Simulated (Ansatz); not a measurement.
# How much do the gradients of NaZnInS3O12 depend on the method?

Cell: a Materials Project structure (computed, not necessarily an observed phase), atoms as given.

Space group R3c:H (No. 161); a = 8.7616, c = 23.0809 Å, γ = 120.00°.

| site | Wyckoff | site symmetry | x | y | z |
| --- | --- | --- | --- | --- | --- |
| Na | 6a | 3. | 0.0000 | 0.0000 | 0.4971 |
| Zn | 6a | 3. | 0.0000 | 0.0000 | 0.3500 |
| In | 6a | 3. | 0.0000 | 0.0000 | 0.6503 |
| S | 18b | 1 | 0.9638 | 0.3366 | 0.5843 |
| O13 | 18b | 1 | 0.2125 | 0.0252 | 0.3026 |
| O19 | 18b | 1 | 0.7803 | 0.9711 | 0.6974 |
| O25 | 18b | 1 | 0.0215 | 0.8278 | 0.4113 |
| O31 | 18b | 1 | 0.9814 | 0.1751 | 0.5886 |

One atom of each set is listed; the run and its k-mesh use a cell of 36 atoms with edges of 9.21, 9.21, 9.21 Å.

First run. Method: Kohn–Sham DFT in Ansatz, PBE, plane waves and PAW, scalar-relativistic, 420 eV cutoff, Γ-centred 3×3×3 k-points, Fermi–Dirac smearing 0.02 eV.

```
site  V_zz (10²¹ V/m²)     η
  Na             -0.78  0.00
  Zn             0.074  0.00
  In              0.23  0.00
   S             -1.70  0.29
 O13             14.65  0.12
 O19             15.34  0.17
 O25             14.37  0.20
 O31             15.02  0.29
```

Second run. The same atoms and settings, except that the functional is r2SCAN and the cutoff is 500 eV.

Q: Given the first result, estimate the second.

A: 

```
site   V_zz     η  change of V_zz
  Na  -0.81  0.00           -0.03
  Zn  0.067  0.00           -0.01
  In   0.20  0.00           -0.03
   S  -1.74  0.33           -0.04
 O13  14.95  0.12           +0.30
 O19  15.61  0.16           +0.27
 O25  14.76  0.19           +0.39
 O31  15.39  0.27           +0.37
```

The largest change of V_zz is on O25, from 14.37 to 14.76. In per cent, |V_zz| changes by +3 on Na, +2 on S, +2 to +3 on O (all sites that start above 0.5).

Without spin–orbit coupling (the program notes it for In) the gradients are little affected as a rule: paired runs on crystals with a gap mostly move them by under 2 % at such atoms.
For the first run: The largest force is 0.4 eV/Å, so the atoms aren't at the calculated equilibrium and relaxing them would move these values.
For the second run: With these PAW files V_zz is typically within 2 to 3 % of all-electron values, but misses above 10 % occur on Zn.
